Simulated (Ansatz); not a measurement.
# Calculated 69Ga nuclear quadrupole resonance for NaGaSi₂O₆

Cell: a computed structure from the Materials Project (it need not be an observed phase), atoms as given.

Space group C2/c (No. 15); a = 9.7196, b = 8.8246, c = 5.3442 Å, β = 107.95°.

| site | Wyckoff | site symmetry | x | y | z |
| --- | --- | --- | --- | --- | --- |
| Na | 4e | 2 | 0.5000 | 0.2009 | 0.7500 |
| Ga | 4e | 2 | 0.5000 | 0.6000 | 0.7500 |
| Si | 8f | 1 | 0.2906 | 0.0907 | 0.2308 |
| O9 | 8f | 1 | 0.6486 | 0.0085 | 0.4923 |
| O13 | 8f | 1 | 0.6409 | 0.2574 | 0.1984 |
| O17 | 8f | 1 | 0.8880 | 0.9216 | 0.8671 |

One atom of each set is listed; the run and its k-mesh use a cell of 20 atoms with edges of 6.56, 6.56, 5.34 Å.

All values are calculated (Ansatz; DFT, PBE, plane waves and PAW, scalar-relativistic, 420 eV cutoff, Γ-centred 3×3×4 k-points, Fermi–Dirac smearing 0.02 eV), not measured.

69Ga: I = 3/2, Q = 171.0 mb (year-2017 value). Static lattice, zero field.

(1) At which frequencies do the 69Ga NQR lines lie?

(2) And for ⁷¹Ga (I = 3/2, Q = 107.0 mb) on Ga?

## Answers

(1) For I = 3/2 there is one line, ν = (|C_Q|/2)(1 + η²/3)^½.

```
site  atoms  V_zz (10²¹ V/m²)  C_Q (MHz)     η  line frequencies (MHz)
  Ga      2             -1.33      -5.49  0.16                    2.76
```

(2) C_Q scales with Q to -3.44 MHz, with lines at 1.73 MHz.
